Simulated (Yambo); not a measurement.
Material: NH4Br (space group P-43m, No. 215); a = b = c = 4.0001 Å, α = β = γ = 90.00° (6 atoms in the cell). The geometry is that of Materials Project entry mp-36248, symmetrised and not relaxed again.

With PBEsol (Quantum ESPRESSO, PseudoDojo norm-conserving, 84 Ry, with spin-orbit coupling), the gap between the mesh's edge points (Γ → Γ) is 4.007 eV.

Task: What does a G0W0 run in Yambo give for it (4×4×4 Γ-centred k mesh, 176 bands and a 7 Ry block in the screening, 176 bands in G with the Bruneval-Gonze terminator, plasmon pole fitted at 27.2 eV)?

Result: The correction is 2.350 eV, giving 6.357 eV, 1.6 times the PBEsol value.  Nearest settings tried, and what they do to the gap: 110 bands in W, 110 bands in G: -29 meV; 3 Ry block (57 vectors against 171): -233 meV. Not varied: mesh. So the settings aren't converged at that level.
